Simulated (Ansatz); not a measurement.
Strain response of Ge

Method: DFT r2SCAN, scalar-relativistic, plane waves, PAW in Ansatz. Run with 500 eV cutoff, 12×12×6 k-mesh, Gaussian smearing of 0.01 eV, no spin polarisation.

Reference structure (relaxed):

```
Ge
1.0
     3.99565    0.00000    0.00000
    -1.99782    3.46033    0.00000
     0.00000    0.00000    6.60271
Ge
4
Direct
  0.66667 0.33333 0.06298
  0.33333 0.66667 0.56298
  0.66667 0.33333 0.43702
  0.33333 0.66667 0.93702
```

Deformation: biaxial strain in the a-b plane, with the length and tilt of c and the atoms relaxed, all within the symmetry that the strain leaves. Energies are extrapolated to zero smearing. Stress is positive in compression, on the Cartesian axes of the cell above. Gaps are generalised Kohn–Sham gaps over the whole zone.

Strains computed: -4.5, -3.0, -1.5, +1.5, +3.0, +4.5 %.

**Question.** At which strain does the energy stand 46.8 meV/atom over the relaxed crystal with σxx = -6.60, σyy = -6.60, σzz = 0.01 GPa?

**Answer.** +4.5 %.

This form isn't the element's structure at ambient conditions.